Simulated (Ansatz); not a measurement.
Data:

Al2Au:
Space group Fm-3m (No. 225); a = b = c = 5.956 Å, α = β = γ = 90.00°

| atom | site | symmetry | x | y | z |
|---|---|---|---|---|---|
| Al | 8c | -43m | 0.2500 | 0.2500 | 0.2500 |
| Au | 4a | m-3m | 0.0000 | 0.0000 | 0.0000 |
(The calculation used a cell of 3 atoms; values per cell refer to that cell.)

This is the LDA-relaxed structure.

### Question
All from LDA in the plane-wave PAW code Ansatz, unless another level is named. Predict the bulk modulus (Birch–Murnaghan fit).

### Answer
121 GPa.

### Question
And the highest zone-centre frequency?

### Answer
268 cm⁻¹.

Symmetry was held in the LDA relaxation; of distortions, only those at the zone centre were tested. As this level gives no gap, phonon frequencies hold no LO–TO term and depend on the k-mesh and smearing (Fermi–Dirac, 0.1 eV here). Spin–orbit coupling is left out wherever it is not named.

Potentials: the later of the program's two PAW sets.
